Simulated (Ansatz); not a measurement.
AlN (wurtzite, P6_3mc), PBE in the plane-wave PAW code Ansatz, all energies at zero smearing, with the estimated change up to a 700 eV cutoff added, with one set of potentials and settings (totals compare only within such a set). Cell of 4 atoms (2 Al, 2 N): -1848.519 eV.

```csv
element,reference phase,E (eV/atom)
Al,"Fm-3m, 1 atoms in the cell",-537.5049
N,"Pa-3, 8 atoms in the cell",-384.0325
```

Formation energy per atom, worked out: (-1848.519 − 2×(-537.5049) − 2×(-384.0325))/4 = -1.361 eV/atom (-131 kJ per mol of atoms), at 0 K, without zero-point energy or fitted corrections.

The PBE relaxation kept the symmetry of its start; phonons on a q-mesh show no instability. The references are the lowest solids computed at this level, not always the standard phases (solids in place of the gases).

Potentials: the later of the program's two PAW sets.
